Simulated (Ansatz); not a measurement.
A geometry of MgSe away from equilibrium: step 2 of the relaxation of a relaxed MgSe cell, doubled along one cell vector, shaken by Gaussian noise of σ = 0.08 Å a coordinate. Level of theory: r2SCAN (plane waves to 500 eV, PAW, scalar-relativistic; Ansatz, an electronic-structure program). Γ-centred k-mesh 7×7×4 on the run's cell (coarser than for final values), Fermi–Dirac smearing 0.05 eV. The plane waves were selected for a different cell earlier on the path.

```yaml
crystal:
  lattice:
    - [0.01138, 2.94789, 2.96421]
    - [2.96523, 0.00906, 2.96654]
    - [5.89936, 5.86935, 0.04920]
  atoms:
    - { symbol: Se, position: [0.76547, 0.74778, 0.37480] }
    - { symbol: Se, position: [0.75790, 0.75872, 0.87590] }
    - { symbol: Mg, position: [0.96979, 0.02774, 0.00981] }
    - { symbol: Mg, position: [0.01124, 0.99006, 0.50747] }
```

What forces act on the atoms (eV/Å)?


| atom | Fx | Fy | Fz |
|---|---|---|---|
| Se1 | 0.25 | 0.29 | -0.26 |
| Se2 | 0.54 | -0.20 | -0.19 |
| Mg3 | -0.63 | 0.12 | 0.26 |
| Mg4 | -0.16 | -0.22 | 0.19 |

The path ends in F-43m (No. 216) (zinc blende type). No spin polarisation in the result.

The first start was generated by placing the elements on the sites of a structure type. Materials Project lists a structure of MgSe in the same space group, F-43m (No. 216); the sites were not compared with it, nor with measured phases. Known forms of MgSe include space group No. 225.
